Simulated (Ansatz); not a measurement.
# Nuclear-site quantities of CdAg as the cell is scaled

```
Cd Ag
1.0
     3.33000    0.00000    0.00000
     0.00000    3.33000    0.00000
     0.00000    0.00000    3.33000
Cd Ag
1 1
Direct
  0.50000 0.50000 0.50000
  0.00000 0.00000 0.00000
```

Atom numbers follow the list: Cd1, Ag2.

The cell is COD entry 9008796, as deposited and not checked against the literature; nothing was relaxed.

The calculation used DFT, PBEsol, all-electron PAW with datasets made for the crystal, scalar-relativistic (Ansatz 0.2.0).

The runs use a Γ-centred 12×12×12 k mesh, Fermi–Dirac smearing of 0.05 eV, cutoff 260 eV (chosen by the program for this cell), no spin polarisation.

The contact density is the mean electron density over the nuclear volume; its changes follow the s electrons' response to bonding and compression. Changes below are taken from the unscaled cell, where it is 1.03437e+06 e/Å³ at Cd1, 946995 e/Å³ at Ag2.

| V/V(cell) | P (GPa) | Δρ(0) Cd1 (e/Å³) | Δρ(0) Ag2 (e/Å³) |
| --- | --- | --- | --- |
| 0.9400 | 4.7 | 1.07 | 3.59 |
| 0.9600 | 2.3 | 0.37 | 2.11 |
| 0.9800 | 0.2 | -0.12 | 0.80 |
| 0.9900 | -0.8 | 0.25 | 0.66 |
| 1.0000 | -1.7 | 0.00 | 0.00 |
| 1.0100 | -2.5 | -0.22 | -0.64 |
| 1.0200 | -3.3 | ? | -1.57 |
| 1.0400 | -4.7 | -1.03 | ? |
| 1.0600 | -5.9 | -1.19 | ? |

Q: Give the missing entry: row "1.0200", column "Δρ(0) Cd1 (e/Å³)".

A: -0.79.

Q: What belongs in the row "1.0400", column "Δρ(0) Ag2 (e/Å³)"?

A: -2.71.

Q: Give the missing entry: row "1.0600", column "Δρ(0) Ag2 (e/Å³)".

A: -3.79.

The datasets are made afresh for each cell, so very small changes are uncertain.
